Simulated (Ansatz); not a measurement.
PbSe (rock salt)

```yaml
crystal:
  lattice:
    - [0.00000, 3.10888, 3.10888]
    - [3.10888, 0.00000, 3.10888]
    - [3.10888, 3.10888, 0.00000]
  atoms:
    - { symbol: Se, position: [0.00000, 0.00000, 0.00000] }
    - { symbol: Pb, position: [0.50000, 0.50000, 0.50000] }
```

The slice is a {111} plane (indices of the conventional cell) through the point (0.500, 0.500, 0.500) (fractional), spanned by u = [100] and v = [-1 2 0] in vectors of this cell: u (4.40 Å) and v (7.62 Å, at 90° to u). It covers one period; positions are fractions (u, v).

Computed with PBE (plane waves to 420 eV, PAW, scalar-relativistic; Ansatz, an electronic-structure program). k mesh 9×9×9. These are valence fields of a PAW run, semicore shells included where kept as valence: close to a nucleus they are smooth pseudo fields. PbSe was relaxed with its symmetry unable to fall. Spin-orbit coupling is left out, though Pb is heavy.

Q: Predict the map of the electrostatic potential energy of an electron, from the cell's mean on the slice.

A: 
```tsv
v \ u	0.00	0.12	0.25	0.38	0.50	0.62	0.75	0.88
0.93	x	x	-1.6	5.0	6.3	5.0	-1.5	x
0.86	<-2.0	-1.8	3.6	6.0	6.5	6.0	3.6	-1.7
0.79	4.3	5.0	5.9	6.4	6.4	6.4	5.9	5.0
0.71	6.4	6.4	5.9	5.0	4.3	5.0	5.9	6.4
0.64	6.5	6.0	3.6	-1.8	<-2.0	-1.7	3.6	6.0
0.57	6.3	5.0	-1.6	x	x	x	-1.5	5.0
0.50	6.2	4.4	<-2.0	x	x	x	<-2.0	4.4
0.43	6.3	5.0	-1.5	x	x	x	-1.6	5.0
0.36	6.5	6.0	3.6	-1.7	<-2.0	-1.8	3.6	6.0
0.29	6.4	6.4	5.9	5.0	4.3	5.0	5.9	6.4
0.21	4.3	5.0	5.9	6.4	6.4	6.4	5.9	5.0
0.14	<-2.0	-1.7	3.6	6.0	6.5	6.0	3.6	-1.8
0.07	x	x	-1.5	5.0	6.3	5.0	-1.6	x
0.00	x	x	<-2.0	4.4	6.2	4.4	<-2.0	x
```

Values: electrostatic potential energy of an electron, from the cell's mean, in eV. Points within 1 Å of a nucleus are blanked (x), as the pseudised field means little there. Values under -2 eV are set to -2. The zero, the cell's mean, hangs on the PAW cores.
